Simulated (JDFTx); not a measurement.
ScAl3(100) slab cut from bulk ScAl3 (space group Pm-3m, indices of the conventional cell, lattice of the Materials Project entry mp-2121, not re-optimised): 6 atoms in 3 planes, a 1x1 cell of 16.71 Å² (|a| = 4.088, |b| = 4.088 Å), 4.2 Å between the outermost planes, Al outermost, slab composition ScAl5, cell height 20.1 Å, 6×6×1 k mesh, Fermi smearing 0.01 Ha, no spin polarisation. Whether this polymorph is the ambient one wasn't checked. Neither spin polarisation nor a larger cell was tried.

Computed with a modified build of JDFTx: PBE, GBRV ultrasoft potentials, plane waves to 20/100 Ha. Liquid on both sides: linear PCM (GLSSA13), water, 1 M KCl; nuclei fixed, outer atoms relaxed in vacuum. Potentials are on the SHE scale by the convention U = −μ/e − 4.44 V; references calibrated for a solvation model differ from this value. Ideal, unreconstructed faces without any overlayer. Convergence in thickness and k mesh wasn't tested for this slab.

Q: Predict the potential of zero charge and the surface charge against electrode potential.

A: The potential of zero charge is -0.38 V vs SHE.

| U (V vs SHE) | μ (eV) | excess electrons per cell | σ (μC/cm², per face) | run |
|---|---|---|---|---|
| -0.90 | -3.54 | 0.169 | -8.1 | fixed potential |
| -0.70 | -3.74 | 0.108 | -5.2 | fixed potential |
| -0.55 | -3.89 | 0.060 | -2.9 | fixed potential |
| -0.38 | -4.06 | 0.000 | 0.0 | neutral |
| -0.10 | -4.34 | -0.110 | 5.3 | fixed potential |
| 0.02 | -4.46 | -0.167 | 8.0 | fixed charge |
| 0.10 | -4.54 | -0.205 | 9.8 | fixed potential |
